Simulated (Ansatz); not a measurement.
### Question
ZnInGaO₄ in space group R3m (No. 160; Pearson symbol hR7) is relaxed with r²SCAN in the plane-wave PAW code Ansatz. What lattice parameters of the conventional cell result?

### Answer
a = 3.311 Å, c = 25.763 Å.

### Question
Give the free coordinates with the occupied sites.

### Answer
In one choice of origin and axes:

| atom | site | symmetry | x | y | z |
|---|---|---|---|---|---|
| Zn | 3a | 3m | 0.0000 | 0.0000 | 0.7813 |
| In | 3a | 3m | 0.0000 | 0.0000 | 0.9969 |
| Ga | 3a | 3m | 0.0000 | 0.0000 | 0.2129 |
| O | 3a | 3m | 0.0000 | 0.0000 | 0.7048 |
| O | 3a | 3m | 0.0000 | 0.0000 | 0.2886 |
| O | 3a | 3m | 0.0000 | 0.0000 | 0.8790 |
| O | 3a | 3m | 0.0000 | 0.0000 | 0.1365 |

### Question
Is it a metal or does it have a gap at this level?

### Answer
A gap of 1.77 eV, direct.

Symmetry was held in the r²SCAN relaxation. Spin–orbit coupling is left out wherever it is not named.

Potentials: the earlier of the program's two PAW sets. The files were generated under PBE; for other functionals the program regenerates the frozen cores, and for LDA and PBEsol the local potential too.
